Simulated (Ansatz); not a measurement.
**Surface calculation: hcp Mg (0001), 6 layers**

The slab is cut from the hcp crystal, the stable phase, as relaxed on PAW files (22.96 Å³/atom), with 16 Å of vacuum and a dipole correction:

```
Mg
1.0
     3.19987    0.00000    0.00000
    -1.59994    2.77117    0.00000
     0.00000    0.00000   28.94600
Mg
6
Direct
  0.83333 0.16667 0.27638
  0.16667 0.83333 0.36583
  0.83333 0.16667 0.45528
  0.16667 0.83333 0.54472
  0.83333 0.16667 0.63417
  0.16667 0.83333 0.72362
```

All numbers are PBE results (scalar-relativistic) from Ansatz 0.2.0, with a Γ-centred 12×12×1 k mesh, Fermi–Dirac smearing of 0.05 eV, no spin polarisation. Methods: LAPW: all electrons, basis error target 1 meV/atom; PAW: frozen-core files, cutoff 420 eV.

The bulk energy comes from a cell in the slab's orientation on a 12×12×7 mesh. The surface energy is (E(slab) − N·E(bulk))/2A at zero smearing, the mean of both faces; thin slabs carry quantum-size effects.

Task: As cut, the LAPW slab lies 0.638 eV above 6 atoms of bulk. What surface energy is that?

Result: Over two faces of 8.87 Å² it is 36.0 meV/Å², and times 16.02 J/m² per eV/Å² that gives γ = 0.577 J/m².

Task: What do relaxation and the other method give, and what work function comes out?

Result: 

```json
{"method": "LAPW", "γ as cut (J/m²)": "0.577", "γ relaxed (J/m²)": "0.574", "Φ as cut (eV)": "3.72", "Φ relaxed (eV)": "3.71"}
{"method": "PAW", "γ as cut (J/m²)": "0.576", "γ relaxed (J/m²)": "0.574", "Φ as cut (eV)": "3.72", "Φ relaxed (eV)": "3.71"}
```

Task: How do the spacings between the planes relax?

Result: From the bottom face up: d12 +1.5 % of 2.589 Å, d23 -0.6 % of 2.589 Å, d34 -0.6 % of 2.589 Å, d45 -0.6 % of 2.589 Å, d56 +1.5 % of 2.589 Å.

Task: A 1s core hole is made on one atom of each kind in every 1×1 cell (PAW hole dataset, neutral cell, valence without spin). What does it cost by layer?

Result: layer 1 1301.36 eV, layer 2 1301.19 eV, layer 3 1301.15 eV. Shifts between layers mean more than the absolute values, and a whole layer of holes screens otherwise than one hole.
